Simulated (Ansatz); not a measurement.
As in space group Pm-3m (No. 221; As on 1b), a = b = c = 2.703 Å, α = β = γ = 90.00°.

This is the r²SCAN-relaxed structure.

Task: All from DFT-r²SCAN in the program Ansatz with PAW potentials, unless another level is named. Estimate the Poisson's ratio.

Result: 0.24.

Task: What about the elastic constants (relaxed ions, GPa)?

Result: C11 = 220, C12 = 20.7, C44 = 36.1.

The workflow started from a Materials Project entry (that database holds measured and hypothetical structures alike); the Crystallography Open Database copy checked does not list it. It is not the phase usual at ambient conditions (space group No. 166). The r²SCAN relaxation kept the symmetry of its start; whether a distortion lowers the energy is not shown. As this level gives no gap, shear constants depend on the k-mesh and smearing (Fermi–Dirac, 0.1 eV here). On the denser mesh and wider smearing of the elastic run this cell carries a stress of 0.4 GPa.

Potentials: the later of the program's two PAW sets.
